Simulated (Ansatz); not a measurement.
Input and command of a plane-wave DFT calculation in Ansatz:

```yaml
crystal:
  lattice:
    - [-1.70698707, 1.70698707, 1.60755093]
    - [1.70698707, -1.70698707, 1.60755093]
    - [1.70698707, 1.70698707, -1.60755093]
  atoms:
    - { symbol: Au, position: [0.0, 0.0, 0.0] }
basis:
  ecutwfc: 500
kpoints:
  mp_grid: { grid: [20, 20, 20] }
hamiltonian:
  xc: r2scan
scf:
  occupations: { method: gaussian, width: 0.15 }
output:
  forces: true
  stress: true
  eigenvalues: true
```

```bash
ansatz run input.yaml --threads 1 --pin off --max-ram 2560MiB --backend cpu --events-out ev --progress --plain --runs-dir out
```

Processor: AMD EPYC 7R43 64-Core Processor (Zen 3), 1 thread, on a host shared with other jobs.

Task: How long does it run, and how much memory does it take?

Result: About 17 s on 1 thread of AMD EPYC 7R43 64-Core Processor (Zen 3), on a shared host, peak memory 0.57 GiB. It solves 14 bands at 641 k points (the mesh reduced by symmetry) with about 489 plane waves, in 7 SCF iterations.
